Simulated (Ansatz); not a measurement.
Sr₂MoNO₆: relaxation (Ansatz)

input.yaml:

```yaml
crystal:
  lattice:
    - [0.0, 5.548205, 0.0]
    - [5.548205, 0.0, 0.0]
    - [2.774102, 2.774102, -3.94692]
  atoms:
    - { symbol: O, position: [0.2426, 0.2426, 0.5148] }
    - { symbol: O, position: [0.7574, 0.7574, 0.4852] }
    - { symbol: "N", position: [0.5, 0.5, 0.0] }
    - { symbol: Mo, position: [0.0, 0.0, 0.0] }
    - { symbol: Sr, position: [0.75, 0.25, 0.5] }
    - { symbol: Sr, position: [0.25, 0.75, 0.5] }
    - { symbol: O, position: [0.2187, 0.2689, 0.0] }
    - { symbol: O, position: [0.2689, 0.7813, 0.0] }
    - { symbol: O, position: [0.7813, 0.7311, 0.0] }
    - { symbol: O, position: [0.7311, 0.2187, 0.0] }
  symmetry: { tolerance: 0.0003 }
kpoints:
  mp_grid: { grid: [5, 5, 5], shift: [0, 0, 0] }
magnetization:
  spin_polarized: false
scf:
  occupations: { method: fermi_dirac }
  lower_state_search: "off"
hamiltonian:
  pseudopotentials: { kind: paw }
  xc: r2scan
basis:
  ecutwfc: 500
  fft_grid_basis: typed
relax:
  max_steps: 80
  f_tol: 0.03
output:
  forces: true
  stress: true
  eigenvalues: true
  bader: false
  populations: true
  elf: true
  write_potential: true
  volumetric_format: npy
  dos:
    e_range: [-12, 8]
    de: 0.05
    projected: { site_lists: { Mo: [Mo], "N": ["N"], O: [O], Sr: [Sr] } }
  write_density: true
checkpoint:
  read: saved_state
```

Run with:

```bash
ansatz run input.yaml --threads 2 --pin off --max-ram 3584MiB --backend cpu --events-out ev --progress --plain --runs-dir out
```

Origin of the cell: a known structure type with other elements, at an estimated volume, so it need not be a known compound.

The smearing width isn't typed, so it takes its default of 0.1 eV.

The saved state is a converged single point of the same cell.

Steps:

| step | ΔF (meV/atom) | max force component (eV/Å) | SCF iterations | step was |
| --- | --- | --- | --- | --- |
| 1 | 0.0 | 0.424 | 8 | accepted |
| 2 | -4.0 | 0.140 | 7 | accepted |
| 3 | -2.4 | 0.373 | 10 | rejected |
| 4 | -8.2 | 0.093 | 10 | accepted |
| 5 | -9.0 | 0.093 | 8 | accepted |
| 6 | -2.0 | 0.522 | 8 | rejected |
| 7 | -9.4 | 0.062 | 10 | accepted |
| 8 | -9.5 | 0.010 | 6 | accepted |
| 9 | -9.5 | 0.010 | 3 | accepted |

Step 1, with forces in eV/Å:

```xyz
10
Lattice="0.000 5.548 0.000 5.548 0.000 0.000 2.774 2.774 -3.947" Properties=species:S:1:pos:R:3:forces:R:3 pbc="T T T" step=1
O     2.774    2.774   -2.032    0.000    0.000   -0.424
O     5.548    5.548   -1.915    0.000    0.000    0.424
N     2.774    2.774    0.000    0.000    0.000    0.000
Mo    0.000    0.000    0.000    0.000    0.000    0.000
Sr    2.774    5.548   -1.973    0.000    0.000    0.000
Sr    5.548    2.774   -1.973    0.000    0.000    0.000
O     1.492    1.213    0.000   -0.081   -0.302    0.000
O     4.335    1.492    0.000    0.302   -0.081    0.000
O     4.056    4.335    0.000    0.081    0.302    0.000
O     1.213    4.056    0.000   -0.302    0.081    0.000
```

Step 2, with forces in eV/Å:

```xyz
10
Lattice="0.000 5.548 0.000 5.548 0.000 0.000 2.774 2.774 -3.947" Properties=species:S:1:pos:R:3:forces:R:3 pbc="T T T" step=2
O     2.774    2.774   -2.043    0.000    0.000   -0.100
O     5.548    5.548   -1.904    0.000    0.000    0.100
N     2.774    2.774    0.000    0.000    0.000    0.000
Mo    0.000    0.000    0.000    0.000    0.000    0.000
Sr    2.774    5.548   -1.973    0.000    0.000    0.000
Sr    5.548    2.774   -1.973    0.000    0.000    0.000
O     1.517    1.175    0.000    0.068   -0.140    0.000
O     4.374    1.517    0.000    0.140    0.068    0.000
O     4.032    4.374    0.000   -0.068    0.140    0.000
O     1.175    4.032    0.000   -0.140   -0.068    0.000
```

Step 4, with forces in eV/Å:

```xyz
10
Lattice="0.000 5.548 0.000 5.548 0.000 0.000 2.774 2.774 -3.947" Properties=species:S:1:pos:R:3:forces:R:3 pbc="T T T" step=4
O     2.774    2.774   -2.029    0.000    0.000    0.078
O     5.548    5.548   -1.917    0.000    0.000   -0.078
N     2.774    2.774    0.000    0.000    0.000    0.000
Mo    0.000    0.000    0.000    0.000    0.000    0.000
Sr    2.774    5.548   -1.973    0.000    0.000    0.000
Sr    5.548    2.774   -1.973    0.000    0.000    0.000
O     1.571    1.095    0.000   -0.056   -0.093    0.000
O     4.453    1.571    0.000    0.093   -0.056    0.000
O     3.977    4.453    0.000    0.056    0.093    0.000
O     1.095    3.977    0.000   -0.093    0.056    0.000
```

Step 5, with forces in eV/Å:

```xyz
10
Lattice="0.000 5.548 0.000 5.548 0.000 0.000 2.774 2.774 -3.947" Properties=species:S:1:pos:R:3:forces:R:3 pbc="T T T" step=5
O     2.774    2.774   -2.014    0.000    0.000    0.093
O     5.548    5.548   -1.933    0.000    0.000   -0.093
N     2.774    2.774    0.000    0.000    0.000    0.000
Mo    0.000    0.000    0.000    0.000    0.000    0.000
Sr    2.774    5.548   -1.973    0.000    0.000    0.000
Sr    5.548    2.774   -1.973    0.000    0.000    0.000
O     1.577    1.073    0.000   -0.058   -0.063    0.000
O     4.475    1.577    0.000    0.063   -0.058    0.000
O     3.971    4.475    0.000    0.058    0.063    0.000
O     1.073    3.971    0.000   -0.063    0.058    0.000
```

Step 7, with forces in eV/Å:

```xyz
10
Lattice="0.000 5.548 0.000 5.548 0.000 0.000 2.774 2.774 -3.947" Properties=species:S:1:pos:R:3:forces:R:3 pbc="T T T" step=7
O     2.774    2.774   -2.002    0.000    0.000    0.062
O     5.548    5.548   -1.944    0.000    0.000   -0.062
N     2.774    2.774    0.000    0.000    0.000    0.000
Mo    0.000    0.000    0.000    0.000    0.000    0.000
Sr    2.774    5.548   -1.973    0.000    0.000    0.000
Sr    5.548    2.774   -1.973    0.000    0.000    0.000
O     1.577    1.062    0.000   -0.025   -0.028    0.000
O     4.487    1.577    0.000    0.028   -0.025    0.000
O     3.971    4.487    0.000    0.025    0.028    0.000
O     1.062    3.971    0.000   -0.028    0.025    0.000
```

Step 9, with forces in eV/Å:

```xyz
10
Lattice="0.000 5.548 0.000 5.548 0.000 0.000 2.774 2.774 -3.947" Properties=species:S:1:pos:R:3:forces:R:3 pbc="T T T" step=9
O     2.774    2.774   -1.993    0.000    0.000    0.007
O     5.548    5.548   -1.954    0.000    0.000   -0.007
N     2.774    2.774    0.000    0.000    0.000    0.000
Mo    0.000    0.000    0.000    0.000    0.000    0.000
Sr    2.774    5.548   -1.973    0.000    0.000    0.000
Sr    5.548    2.774   -1.973    0.000    0.000    0.000
O     1.577    1.054    0.000    0.010    0.007    0.000
O     4.495    1.577    0.000   -0.007    0.010    0.000
O     3.972    4.495    0.000   -0.010   -0.007    0.000
O     1.054    3.972    0.000    0.007   -0.010    0.000
```

```
Free energy lowered by                                                                 : 9.5 meV/atom
Final pressure                                                                         : -0.63 GPa
Relaxation steps listed                                                                : 9
Formation energy (elements under the same functional, gases as molecules, uncorrected) : -1.523 eV/atom
```

Caveats: no moments, though an odd count or open d shells may carry them; the SCF threshold is looser than advised for a stress; the k mesh is coarse if the cell is a metal; the relaxation held the start's symmetry, so the end may be a saddle point.

Time: 110 s on 2 threads of Arm Neoverse V1, on a shared host, peak memory 0.92 GiB, from a saved density.
